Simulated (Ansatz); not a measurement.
Diamond alloy of Si and C (2 of 64 Si sites exchanged), 64 atoms

Ansatz, PAW, plane waves. PBEsol relaxation of volume and atoms (shape held) at the single k point (½, ½, ½); single points on the relaxed atoms at the Γ point alone, onto which points of the small cell's zone fold. Arrangement: quasirandom. No spin–orbit coupling unless named.

Relaxed structure:

```
Si C
1.0
    10.74286    0.00000    0.00000
     0.00000   10.74286    0.00000
     0.00000    0.00000   10.74286
Si C
62 2
Cartesian
  0.0036 0.0010 0.0037
  10.7402 5.3707 0.0038
  0.0039 5.3715 5.3767
  5.3796 0.0616 10.6841
  5.3713 0.0653 5.4402
  5.3712 5.3041 10.6793
  5.3801 5.3080 5.4375
  1.3789 1.3479 1.3190
  1.1591 1.1511 6.5267
  1.3369 6.7484 1.3812
  1.3796 6.6861 6.7238
  6.7507 1.3366 1.3737
  6.5299 1.5334 6.9091
  6.7082 6.6796 1.3122
  6.7510 6.7412 6.7120
  2.7518 2.6854 10.6790
  2.6828 2.6141 5.4404
  2.6858 8.0629 0.0068
  2.6202 8.1198 5.3755
  7.9913 2.6846 10.6828
  8.0547 2.6195 5.4470
  8.0574 8.0537 10.7405
  8.1232 8.1248 5.3744
  4.0284 4.0331 1.3426
  4.1929 3.8086 6.9052
  4.0034 9.4333 1.3496
  4.0244 9.3988 6.7163
  9.3748 3.9940 1.3439
  9.3962 4.0284 6.7197
  9.3997 9.3950 1.3506
  9.5645 9.6183 6.5314
  2.6195 10.7427 2.7528
  2.6832 0.0649 7.9892
  2.6863 5.3744 2.6957
  2.7515 5.3024 8.0615
  8.1234 10.7425 2.7573
  8.0540 0.0704 7.9950
  8.0571 5.3647 2.6863
  7.9918 5.3076 8.0602
  4.0238 1.3411 4.0313
  4.1929 1.5292 9.1845
  4.0043 6.7165 4.0664
  4.0279 6.7098 9.4083
  9.5649 1.1559 4.2516
  9.3953 1.3435 9.4038
  9.3996 6.7177 4.0274
  9.3752 6.7113 9.3698
  0.0087 2.6233 2.7520
  0.0008 2.6195 7.9957
  10.7425 8.1241 2.7569
  0.0088 8.1190 7.9988
  5.3753 2.6837 2.6889
  5.3694 8.0573 2.6900
  5.3752 8.0559 8.0591
  1.3776 4.0193 4.0659
  1.3417 3.9994 9.3758
  1.1428 9.5947 4.2278
  1.3777 9.4333 9.3943
  6.7491 3.9940 4.0417
  6.5145 3.8333 9.2086
  6.7135 9.4287 4.0609
  6.7486 9.4086 9.3701
  10.7352 0.0057 5.3817
  5.3637 2.6789 8.0548
```

What are the mean bond lengths by pair (pairs within 1.2 times the sum of covalent radii, less contacts 15 % beyond the pair's median; cation–cation pairs of compounds aside; long ionic contacts are cut short by that bound)?

C–Si 1.994 ± 0.002 Å (standard deviation, 8 bonds); Si–Si 2.352 ± 0.027 Å (standard deviation, 120 bonds).

What gap lies between the top filled and the lowest empty level in the single points?

HSE06 1.18 eV (16 s on NVIDIA GB300). An indirect band minimum needn't fold onto Γ of this cell; where it doesn't, these gaps are too wide.
